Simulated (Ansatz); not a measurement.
Ge:
```
Ge
1.0
    1.49572    -2.35465     0.00000
    1.49572     2.35465     0.00000
    0.00000     0.00000     2.65950
Ge
1
Direct
  0.50000   0.50000   0.50000
```

Relaxed with r²SCAN.

Question: Map the valence electron density (e/Å³), cut off at 3 on the plane through (0.500, 0.500, 0.500) spanned by u = [1, 1, 0] and v = [1, -1, 0] in lattice vectors, from r²SCAN (plane waves, PAW; program Ansatz).

Answer: x is the fraction of u, y of v (the angle between them is 90°; rows are the nearest grid lines); atoms in the plane: Ge at (0.00, 0.00), Ge at (0.50, 0.50).
```
|@@@@:       :@@@@|
|@@@#:       :#@@@|
|@@@-.       .-@@@|
|#*-.         .-*#|
|:..           ..:|
|                 |
|                 |
|                 |
|      ..:..      |
|     .-*#*-.     |
|    .-@@@@@-.    |
|    :#@@@@@#:    |
|    :#@@@@@#:    |
|    .-@@@@@-.    |
|     .-*#*-.     |
|      ..:..      |
|                 |
|                 |
|                 |
|:..           ..:|
|#*-.         .-*#|
|@@@-.       .-@@@|
|@@@#:       :#@@@|
|@@@@:       :@@@@|
```
Scale: ten equal steps from 0.184 (start of ' ') to 3.00 (end of '@'), in the order ' .:-=+*#%@'; x runs from 0.000 to 1.00, y from 0.000 (bottom) to 1.00 (top).

The density is the valence pseudo-density with augmentation charge, so density and ELF within about 1 Å of a nucleus are not all-electron values.

Space group Cmmm. The first step of the workflow began from a Materials Project structure, measured or hypothetical; the Crystallography Open Database copy checked does not list it. It is not the phase usual at ambient conditions (space group No. 227). Symmetry was held in the r²SCAN relaxation; whether a distortion lowers the energy is not shown.

Potentials: the later of the program's two PAW sets.
